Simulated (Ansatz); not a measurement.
Find the missing element

Cell vectors (Å):

```
4.1806 0.0000 0.0000
0.0000 4.1806 0.0000
0.0000 0.0000 4.1806
```

```csv
atom,a,b,c
X,0.0000,0.0000,0.0000
Zr,0.5000,0.5000,0.5000
O,0.0000,0.5000,0.5000
O,0.5000,0.0000,0.5000
O,0.5000,0.5000,0.0000
```

Method: PBEsol, all-electron LAPW in Ansatz 0.2.0, scalar-relativistic. k mesh 6×6×6, strains of ±0.008, fixed occupations.

Elastic constants of a crystal by Kohn-Sham DFT: slopes of the stress over finite engineering strains of the given cell, Voigt indices, Cartesian axes as in the cell vectors.

```csv
index,elastic (GPa)
11,323.5
12,82.7
44,85.5
```

Question: All X atoms are one element. Which one was computed?

Answer: Ba; the crystal is BaZrO3 (Pm-3m).
